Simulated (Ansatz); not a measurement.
Cs2LiYCl6 (space group Fm-3m)

```yaml
crystal:
  lattice:
    - [0.00000, 5.24701, 5.24701]
    - [5.24701, 0.00000, 5.24701]
    - [5.24701, 5.24701, 0.00000]
  atoms:
    - { symbol: Cs, position: [0.75000, 0.75000, 0.75000] }
    - { symbol: Cs, position: [0.25000, 0.25000, 0.25000] }
    - { symbol: Li, position: [0.50000, 0.50000, 0.50000] }
    - { symbol: Y, position: [0.00000, 0.00000, 0.00000] }
    - { symbol: Cl, position: [0.74897, 0.25103, 0.25103] }
    - { symbol: Cl, position: [0.25103, 0.74897, 0.74897] }
    - { symbol: Cl, position: [0.25103, 0.74897, 0.25103] }
    - { symbol: Cl, position: [0.74897, 0.25103, 0.74897] }
    - { symbol: Cl, position: [0.25103, 0.25103, 0.74897] }
    - { symbol: Cl, position: [0.74897, 0.74897, 0.25103] }
```

Equation-of-state scan: isotropic scaling of the cell above, V₀ being its volume. The atoms relax within the cell's symmetry.

Calculation: r2SCAN (plane waves to 500 eV, PAW, scalar-relativistic; Ansatz, a program for electronic structure). k mesh 6×6×6 (Γ-centred), Fermi-Dirac smearing 0.05 eV. Energies are smeared free energies. Compression counts positive. Cs2LiYCl6 is run without spin polarisation. Cs2LiYCl6 was relaxed with its symmetry unable to fall. ΔE is measured from the relaxed starting cell.

```tsv
V (Å³/atom)	ΔE (meV/atom)
27.158	8.5
27.504	withheld
27.851	2.9
28.198	1.2
28.545	0.3
28.891	0.0
29.238	0.3
29.585	1.2
29.931	2.5
30.278	4.4
30.625	6.7
```

Problem. Fit a third-order Birch-Murnaghan form (E₀, V₀, B₀, B₀′ free) to the given rows and predict ΔE at V = 27.504.

Solution. Least squares on the 10 given rows: ΔE = E₀ + (9V₀B₀/16)·y²·[2 + (B₀′ − 4)y], y = (V₀/V)^(2/3) − 1, with V₀ = 28.884 Å³/atom, B₀ = 23.17 GPa (160.2 GPa = 1 eV/Å³; the term in eV is multiplied by 1000), B₀′ = 5.41, E₀ = 0.00 meV/atom; root-mean-square residual 0.02 meV/atom. At 27.504 the fit gives 5.3 meV/atom; the calculation gives 5.3 meV/atom, the same to the digits shown. For the pressure the fit gives 1.29 GPa against the computed 1.31 GPa.

(Under strain, the slope of the energy per volume gives the stress and its curvature an elastic modulus.)
